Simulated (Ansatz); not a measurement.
Ta5As4:
```
CELL_PARAMETERS angstrom
     -4.91601     4.91601     1.72469
      4.91601    -4.91601     1.72469
      4.91601     4.91601    -1.72469
ATOMIC_POSITIONS crystal
  Ta 0.36874 0.30548 0.67422
  Ta 0.63126 0.69452 0.32578
  Ta 0.69452 0.36874 0.06326
  Ta 0.30548 0.63126 0.93674
  Ta 0.00000 0.00000 0.00000
  As 0.28264 0.05261 0.33526
  As 0.71736 0.94739 0.66474
  As 0.94739 0.28264 0.23003
  As 0.05261 0.71736 0.76997
```

Relaxed with r²SCAN. Special points in fractions of this cell's reciprocal vectors: Γ (0.000, 0.000, 0.000); X (0.000, 0.000, 0.500); M (-0.500, 0.500, 0.500); Z (0.281, 0.281, -0.281); Z0 (-0.281, 0.719, 0.281); P (0.250, 0.250, 0.250); N (0.000, 0.500, 0.000).

List the band energies nearest the Fermi level at these points for r²SCAN (plane waves, PAW; program Ansatz).

In eV from the Fermi level; about four levels below and three above (degenerate sets whole), none deeper than 8.9 eV; points with the same levels are listed once.

| k | below | above |
|---|---|---|
| Γ | -0.66 -0.62 -0.59 -0.59 | 0.58 1.45 1.46 |
| X | -0.98 -0.68 -0.28 -0.05 | 0.15 0.61 1.16 |
| M | -0.99 -0.99 -0.46 -0.24 -0.24 | 0.33 0.33 1.11 |
| Z | -1.41 -1.07 -0.42 -0.42 | 0.57 1.24 2.93 |
| P | -1.62 -1.62 -1.29 -0.71 -0.71 | 1.30 1.59 2.68 |
| N | -1.48 -1.22 -0.77 -0.74 | 1.42 1.47 2.35 |

Space group I4/m. The workflow started from a Materials Project entry (that database holds measured and hypothetical structures alike); the Crystallography Open Database files this formula in space group No. 87, but the cells were not matched. Whether it is the stable phase at ambient conditions was not checked. Symmetry was held in the r²SCAN relaxation; whether a distortion lowers the energy is not shown. No spin polarisation was allowed. Spin–orbit coupling is left out wherever it is not named.

Potentials: the earlier of the program's two PAW sets.
